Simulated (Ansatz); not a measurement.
The relaxed structure here is a generated cell of Ni: the first start was made by placing the elements on the sites of a structure type, and the end was not matched to a known phase here, so it may be hypothetical. Known forms of Ni include space group No. 225.

A relaxed cell of Ni (Im-3m (No. 229)), relaxed on a k-mesh at least as fine as the one used below. The numbers are results of PBEsol (plane waves to 420 eV, PAW, scalar-relativistic; Ansatz, a quantum-chemistry and plane-wave program), not measurements. Γ-centred k-mesh 16×8×16 on the run's cell (coarser than for final values), Fermi–Dirac smearing 0.05 eV.

```xyz
2
Lattice="-1.3778 1.3778 1.3778 2.7556 -2.7556 2.7556 1.3778 1.3778 -1.3778" Properties=species:S:1:pos:R:3 pbc="T T T"
Ni     0.0000     0.0000     0.0000
Ni     1.3778    -1.3778     1.3778
```
Spin-polarised start, with parallel moments on Ni.

The atoms are displaced by (Å):

| atom | ux | uy | uz |
|---|---|---|---|
| Ni1 | -0.077 | -0.065 | -0.015 |
| Ni2 | -0.052 | -0.018 | -0.065 |

Task: What forces (eV/Å) and pressure result?

Result: 
```tsv
atom	Fx	Fy	Fz
Ni1	-0.15	0.21	-0.10
Ni2	0.15	-0.21	0.10
```

Pressure +0.2 GPa.

The undisplaced cell is probably no minimum: from this displacement the run went on to P6₃/mmc (No. 194), 0.08 eV/atom below it.

Spin state reached: ferromagnetic (net 0.52 μB/atom), from parallel starting moments; other spin orders were not run from this start.
